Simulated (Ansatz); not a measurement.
Consider the following.

AlPd:
```xyz
4
Lattice="1.4135 -5.0435 0.0000 1.4135 5.0435 0.0000 0.0000 0.0000 4.2574" Properties=species:S:1:pos:R:3 pbc="T T T"
Al     1.4135    -1.5337     1.0644
Pd     1.4135    -4.1248     1.0644
Al     1.4135     1.5337     3.1931
Pd     1.4135     4.1248     3.1931
```

This is the PBE-relaxed structure.

Task: All from PBE in the plane-wave PAW code Ansatz, unless another level is named. Predict the density of states at the Fermi level.

Result: 0.37 states/eV per atom (mean over ±0.08 eV).

Task: And the formation energy from the elements (no fitted shifts)?

Result: -0.71 eV/atom.

Space group Cmcm. The start of the workflow was typed in or built on a structure type; neither database checked (COD, Materials Project) lists it. Whether it is the stable phase at ambient conditions was not checked. The cell was relaxed with PBE under the symmetry of its start; whether a distortion lowers the energy is not shown. The run is not spin-polarised. The references are the lowest solids computed at this level, not always the standard phases. Scalar-relativistic: spin–orbit coupling is off unless named, which matters more the heavier the elements.

Potentials: the later of the program's two PAW sets.
